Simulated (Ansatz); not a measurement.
# Two states of TiTlF3

```xyz
5
Lattice="4.3538 0.0000 0.0000 0.0000 4.3538 0.0000 0.0000 0.0000 4.3538" Properties=species:S:1:pos:R:3 pbc="T T T"
Ti    0.0000    0.0000    0.0000
F     2.1769    0.0000    0.0000
F     0.0000    2.1769    0.0000
F     0.0000    0.0000    2.1769
Tl    2.1769    2.1769    2.1769
```

The numbers come from plane-wave PAW DFT (Ansatz): PBE, with U_eff = 6.7 eV on Ti d (all-electron-ortho-atomic projectors), 420 eV, 6×6×6 Γ-centred k points, fermi-dirac occupations (width 0.1 eV). Nothing was relaxed.

State A: Ti1 up (collinear spin). State B: no moments (no spin polarisation).

Question: Compare the two self-consistent states.

Answer: State A is lower by 342.3 meV an atom at zero smearing.

```tsv
state	free energy (meV/atom)	largest moment in a small sphere (μB)	net moment (μB/cell)	gap on mesh (eV)	pressure (GPa)	largest force (eV/Å)
A	0.0	1.45	2.00	1.94	1.8	0.00
B	342.2	0.00	0.00	0.66	1.4	0.00
```

Origin: a known structure type with other elements, at an estimated volume, so it need not be a known compound. Caveats: no spin-orbit coupling, which can shift this gap by tenths of an eV.
